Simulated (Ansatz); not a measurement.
One crystal and one scan (energy against volume) at two levels, PBE-D3(BJ) (plane waves to 420 eV, PAW, scalar-relativistic; Ansatz, an electronic-structure program) and r2SCAN+rVV10 (plane waves to 500 eV, PAW, scalar-relativistic; Ansatz), each from its own relaxed cell and on its own mesh. The cell shown is that of PBE-D3(BJ).

MoS₂ (3R-MoS2 type, space group R3m)

```
CELL_PARAMETERS angstrom
      1.57655     0.91022     5.99710
     -1.57655     0.91022     5.99710
      0.00000    -1.82045     5.99710
ATOMIC_POSITIONS crystal
  Mo 0.00002 0.00002 0.00002
  S  0.75355 0.75355 0.75355
  S  0.57974 0.57974 0.57974
```

The volume is varied about the relaxed value V₀ at fixed cell shape. The atoms relax within the cell's symmetry.

E stands for the smeared free energy. MoS2 is run without spin polarisation. MoS2 was relaxed with its symmetry unable to fall. This is one of several known forms of MoS2; the measured ambient cells at hand have space group No. 194. With the shape held, the modulus is that of even scaling; a crystal free to change shape is softer. Both scans cover V/V₀ from 0.840 to 1.160.

ΔE (meV/atom), each from the relaxed starting cell of its own level:

```
V/V₀   PBE-D3(BJ)  r2SCAN+rVV10
-----  ----------  ------------
0.840       145.4         148.4
0.867        95.4          97.6
0.893        57.8          59.2
0.920        30.8          31.6
0.947        13.0          13.4
0.973         3.1           3.2
1.000         0.0           0.0
1.027         2.8           2.9
1.053        10.8      withheld
1.080        23.2          24.2
1.107        39.7          41.2
1.133        59.5          62.0
1.160        82.5          86.0
```

Q: Estimate the r2SCAN+rVV10 value at 1.053 from the PBE-D3(BJ) value there and the ratio of the two levels in the two nearest given rows on that side of the minimum.

A: At 1.080 and 1.107 the ratio r2SCAN+rVV10/PBE-D3(BJ) averages 1.040, which gives 1.040 × 10.8 = 11.2 meV/atom. The calculation gives 11.2 meV/atom, +3.7 % against PBE-D3(BJ).

(A scan under strain: stresses follow from slopes of the energy per volume, elastic moduli from its curvatures.)
